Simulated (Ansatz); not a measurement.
Vibrational response of Sb₃Se

Method: Ansatz 0.2.0, DFT PBE, scalar-relativistic, plane waves, PAW. Settings: 420 eV plane-wave cutoff, Γ-centred 12×12×12 mesh, Fermi-Dirac smearing of 0.15 eV. No spin polarisation. Phonons by linear response, acoustic sum rule imposed.

The cell, relaxed at this level:
```
CELL_PARAMETERS angstrom
-3.06195 3.06195 3.06195
3.06195 -3.06195 3.06195
3.06195 3.06195 -3.06195
ATOMIC_POSITIONS crystal
Sb 0.00000 0.50000 0.50000
Sb 0.50000 0.00000 0.50000
Sb 0.50000 0.50000 0.00000
Se 0.00000 0.00000 0.00000
```

It was reached by relaxing an invented guess, and it needn't be the stable form of this composition. In a metal, frequencies depend on the k mesh and the smearing, soft modes most. Spin–orbit coupling is left out, which matters for heavy elements.

Task: Is this structure stable against zone-centre distortions?

Result: Yes, at Γ: no optical mode is imaginary. Strains and other wave vectors aren't tested by this run.

Task: List the optical modes at Γ (i marks imaginary ones).

Result:
```
frequency (cm⁻¹)  degeneracy
              38           3
              62           3
              73           3
```
